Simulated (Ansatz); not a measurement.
# Band table of Hf

```yaml
crystal:
  lattice:
    - [-1.80500, 1.80500, 1.80500]
    - [1.80500, -1.80500, 1.80500]
    - [1.80500, 1.80500, -1.80500]
  atoms:
    - { symbol: Hf, position: [0.00000, 0.00000, 0.00000] }
```

The geometry is COD entry 1522789, unchecked; take it as a test cell.

Spin–orbit coupling is left out, though it moves levels of the heavy atoms by tenths of an eV or more.

These are results of DFT, PBEsol, all-electron LAPW, scalar-relativistic in Ansatz 0.2.0, not measurements.

Sampling and basis: a Γ-centred 14×14×14 k mesh, Fermi–Dirac smearing of 0.05 eV, basis error target 0.5 meV/atom, no spin polarisation.

Path points, in fractions of the reciprocal vectors: Γ (0.000, 0.000, 0.000), H (0.500, -0.500, 0.500), N (0.000, 0.000, 0.500), P (0.250, 0.250, 0.250). Levels in eV from the Fermi level; bands 10 to 20, counted from the lowest band of the run. The gap is zero.

```
# k(1/Å) point b10 b11 b12 b13 b14 b15 b16 b17 b18 b19 b20
0.000 Γ -11.63 -11.63 -11.63 -11.57 -11.57 -11.57 -11.54 -6.87 1.47 1.47 1.47
0.124 - -11.63 -11.63 -11.63 -11.57 -11.57 -11.57 -11.54 -6.78 1.45 1.45 1.51
0.249 - -11.63 -11.62 -11.62 -11.57 -11.57 -11.57 -11.55 -6.51 1.40 1.40 1.64
0.373 - -11.62 -11.62 -11.62 -11.58 -11.57 -11.57 -11.55 -6.08 1.35 1.35 1.86
0.497 - -11.62 -11.61 -11.61 -11.58 -11.57 -11.57 -11.56 -5.52 1.33 1.33 2.16
0.622 - -11.61 -11.60 -11.60 -11.59 -11.57 -11.57 -11.57 -4.84 1.37 1.37 1.44
0.746 - -11.61 -11.60 -11.60 -11.59 -11.58 -11.58 -11.58 -4.09 0.71 1.50 1.50
0.870 - -11.60 -11.60 -11.60 -11.59 -11.59 -11.58 -11.58 -3.32 0.04 1.72 1.72
0.995 - -11.61 -11.60 -11.59 -11.59 -11.59 -11.58 -11.58 -2.64 -0.57 2.06 2.06
1.119 - -11.62 -11.60 -11.59 -11.59 -11.58 -11.57 -11.57 -2.15 -1.10 2.52 2.52
1.243 - -11.63 -11.61 -11.59 -11.59 -11.58 -11.57 -11.57 -1.95 -1.55 3.10 3.10
1.368 - -11.63 -11.60 -11.60 -11.60 -11.57 -11.56 -11.56 -2.00 -1.90 3.80 3.80
1.492 - -11.64 -11.60 -11.60 -11.60 -11.56 -11.56 -11.56 -2.16 -2.15 4.62 4.62
1.616 - -11.64 -11.60 -11.60 -11.60 -11.56 -11.56 -11.56 -2.31 -2.30 5.55 5.55
1.740 H -11.64 -11.60 -11.60 -11.60 -11.56 -11.56 -11.56 -2.36 -2.36 6.41 6.41
1.828 - -11.64 -11.60 -11.60 -11.60 -11.56 -11.56 -11.56 -2.33 -2.33 5.78 5.81
1.916 - -11.64 -11.60 -11.60 -11.60 -11.56 -11.56 -11.56 -2.26 -2.25 4.93 5.04
2.004 - -11.64 -11.60 -11.60 -11.60 -11.56 -11.56 -11.56 -2.14 -2.11 4.07 4.28
2.092 - -11.64 -11.60 -11.60 -11.60 -11.57 -11.56 -11.56 -2.00 -1.92 3.28 3.55
2.180 - -11.63 -11.60 -11.60 -11.59 -11.57 -11.56 -11.56 -1.88 -1.69 2.61 2.85
2.268 - -11.63 -11.60 -11.60 -11.59 -11.57 -11.57 -11.56 -1.81 -1.41 2.14 2.21
2.356 - -11.63 -11.61 -11.60 -11.59 -11.58 -11.57 -11.57 -1.86 -1.09 1.62 1.90
2.444 - -11.62 -11.61 -11.61 -11.58 -11.58 -11.57 -11.57 -2.04 -0.75 1.10 1.94
2.532 - -11.62 -11.61 -11.61 -11.58 -11.57 -11.57 -11.57 -2.30 -0.38 0.64 2.19
2.620 - -11.62 -11.61 -11.61 -11.58 -11.57 -11.57 -11.57 -2.59 -0.02 0.26 2.58
2.707 - -11.62 -11.62 -11.61 -11.58 -11.57 -11.57 -11.56 -2.85 -0.04 0.33 3.03
2.795 - -11.62 -11.62 -11.61 -11.58 -11.57 -11.57 -11.56 -3.06 -0.25 0.63 3.46
2.883 - -11.62 -11.61 -11.61 -11.58 -11.57 -11.57 -11.56 -3.18 -0.38 0.84 3.79
2.971 N -11.62 -11.61 -11.61 -11.58 -11.57 -11.57 -11.56 -3.23 -0.43 0.92 3.91
3.059 - -11.62 -11.61 -11.61 -11.58 -11.57 -11.57 -11.56 -3.25 -0.41 0.84 3.94
3.147 - -11.62 -11.61 -11.61 -11.58 -11.57 -11.57 -11.56 -3.34 -0.35 0.65 3.98
3.235 - -11.62 -11.61 -11.61 -11.59 -11.58 -11.57 -11.56 -3.50 -0.26 0.44 3.99
3.323 - -11.62 -11.61 -11.60 -11.59 -11.58 -11.57 -11.56 -3.75 -0.14 0.31 3.94
3.411 - -11.62 -11.60 -11.60 -11.59 -11.58 -11.57 -11.56 -4.10 0.02 0.29 3.85
3.499 - -11.62 -11.60 -11.60 -11.59 -11.59 -11.57 -11.56 -4.51 0.20 0.38 3.74
3.587 - -11.62 -11.61 -11.61 -11.59 -11.58 -11.57 -11.56 -4.96 0.40 0.56 3.52
3.674 - -11.62 -11.61 -11.61 -11.58 -11.58 -11.57 -11.55 -5.40 0.61 0.79 3.00
3.762 - -11.62 -11.62 -11.61 -11.58 -11.57 -11.57 -11.55 -5.82 0.82 1.02 2.54
3.850 - -11.62 -11.62 -11.62 -11.57 -11.57 -11.57 -11.55 -6.18 1.02 1.21 2.16
3.938 - -11.63 -11.62 -11.62 -11.57 -11.57 -11.57 -11.55 -6.47 1.20 1.34 1.86
4.026 - -11.63 -11.63 -11.63 -11.57 -11.57 -11.57 -11.54 -6.69 1.34 1.42 1.64
4.114 - -11.63 -11.63 -11.63 -11.57 -11.57 -11.57 -11.54 -6.82 1.43 1.46 1.51
4.202 Γ -11.63 -11.63 -11.63 -11.57 -11.57 -11.57 -11.54 -6.87 1.47 1.47 1.47
4.310 - -11.63 -11.63 -11.63 -11.57 -11.57 -11.57 -11.54 -6.80 1.43 1.43 1.54
4.417 - -11.63 -11.62 -11.62 -11.57 -11.57 -11.57 -11.54 -6.60 1.31 1.31 1.77
4.525 - -11.62 -11.62 -11.62 -11.57 -11.57 -11.57 -11.55 -6.28 1.11 1.11 2.16
4.633 - -11.62 -11.62 -11.62 -11.58 -11.57 -11.57 -11.55 -5.85 0.84 0.84 2.69
4.740 - -11.62 -11.61 -11.61 -11.59 -11.57 -11.57 -11.56 -5.33 0.53 0.53 3.35
4.848 - -11.62 -11.61 -11.61 -11.60 -11.57 -11.57 -11.56 -4.74 0.21 0.21 4.05
4.956 - -11.61 -11.60 -11.60 -11.60 -11.57 -11.57 -11.57 -4.09 -0.08 -0.08 4.20
5.063 - -11.61 -11.61 -11.60 -11.60 -11.57 -11.57 -11.57 -3.40 -0.32 -0.32 4.37
5.171 - -11.61 -11.60 -11.60 -11.60 -11.57 -11.57 -11.57 -2.70 -0.51 -0.51 4.54
5.279 - -11.61 -11.60 -11.59 -11.59 -11.58 -11.57 -11.57 -2.01 -0.63 -0.63 4.70
5.386 - -11.61 -11.59 -11.59 -11.59 -11.58 -11.57 -11.57 -1.39 -0.70 -0.70 4.83
5.494 - -11.61 -11.59 -11.59 -11.59 -11.59 -11.58 -11.58 -0.90 -0.71 -0.71 4.93
5.602 - -11.60 -11.59 -11.59 -11.59 -11.59 -11.58 -11.58 -0.68 -0.68 -0.62 4.99
5.709 P -11.60 -11.59 -11.59 -11.59 -11.58 -11.58 -11.58 -0.63 -0.63 -0.63 5.01
5.817 - -11.60 -11.59 -11.59 -11.59 -11.58 -11.58 -11.58 -0.84 -0.56 -0.56 4.99
5.925 - -11.61 -11.60 -11.60 -11.58 -11.58 -11.58 -11.58 -1.13 -0.50 -0.50 4.91
6.032 - -11.61 -11.60 -11.60 -11.58 -11.58 -11.58 -11.57 -1.36 -0.47 -0.47 4.78
6.140 - -11.61 -11.60 -11.60 -11.58 -11.58 -11.57 -11.57 -1.47 -0.48 -0.48 4.62
6.248 - -11.62 -11.61 -11.61 -11.58 -11.58 -11.57 -11.57 -1.40 -0.56 -0.56 4.45
6.355 - -11.62 -11.61 -11.61 -11.58 -11.58 -11.58 -11.57 -1.15 -0.71 -0.71 4.34
6.463 - -11.62 -11.60 -11.60 -11.58 -11.58 -11.58 -11.56 -0.93 -0.93 -0.70 4.31
6.571 - -11.63 -11.60 -11.60 -11.59 -11.57 -11.57 -11.56 -1.20 -1.20 -0.05 4.38
6.678 - -11.63 -11.60 -11.60 -11.59 -11.57 -11.57 -11.56 -1.49 -1.49 0.79 4.56
6.786 - -11.63 -11.60 -11.60 -11.60 -11.57 -11.57 -11.56 -1.77 -1.77 1.79 4.83
6.894 - -11.64 -11.60 -11.60 -11.60 -11.56 -11.56 -11.56 -2.01 -2.01 2.92 5.17
7.001 - -11.64 -11.60 -11.60 -11.60 -11.56 -11.56 -11.56 -2.20 -2.20 4.16 5.59
7.109 - -11.64 -11.60 -11.60 -11.60 -11.56 -11.56 -11.56 -2.32 -2.32 5.42 6.05
7.217 H -11.64 -11.60 -11.60 -11.60 -11.56 -11.56 -11.56 -2.36 -2.36 6.41 6.41
8.724 P -11.60 -11.59 -11.59 -11.59 -11.58 -11.58 -11.58 -0.63 -0.63 -0.63 5.01
8.786 - -11.60 -11.59 -11.59 -11.59 -11.58 -11.58 -11.58 -0.68 -0.68 -0.55 5.00
8.848 - -11.60 -11.59 -11.59 -11.59 -11.58 -11.58 -11.58 -0.82 -0.72 -0.46 4.94
8.910 - -11.61 -11.60 -11.59 -11.58 -11.58 -11.58 -11.58 -1.04 -0.74 -0.35 4.86
8.973 - -11.61 -11.60 -11.60 -11.58 -11.58 -11.58 -11.58 -1.30 -0.74 -0.23 4.75
9.035 - -11.61 -11.60 -11.60 -11.58 -11.58 -11.58 -11.57 -1.59 -0.72 -0.09 4.63
9.097 - -11.61 -11.60 -11.60 -11.58 -11.58 -11.57 -11.57 -1.88 -0.70 0.05 4.51
9.159 - -11.61 -11.61 -11.61 -11.58 -11.57 -11.57 -11.57 -2.16 -0.66 0.20 4.38
9.221 - -11.61 -11.61 -11.61 -11.58 -11.57 -11.57 -11.57 -2.43 -0.62 0.35 4.27
9.283 - -11.61 -11.61 -11.61 -11.58 -11.57 -11.57 -11.56 -2.66 -0.57 0.50 4.16
9.345 - -11.62 -11.61 -11.61 -11.58 -11.57 -11.57 -11.56 -2.86 -0.53 0.64 4.08
9.408 - -11.62 -11.61 -11.61 -11.58 -11.57 -11.57 -11.56 -3.02 -0.49 0.75 4.01
9.470 - -11.62 -11.61 -11.61 -11.58 -11.57 -11.57 -11.56 -3.13 -0.46 0.84 3.95
9.532 - -11.62 -11.61 -11.61 -11.58 -11.57 -11.57 -11.56 -3.20 -0.43 0.90 3.92
9.594 N -11.62 -11.61 -11.61 -11.58 -11.57 -11.57 -11.56 -3.23 -0.43 0.92 3.91
```
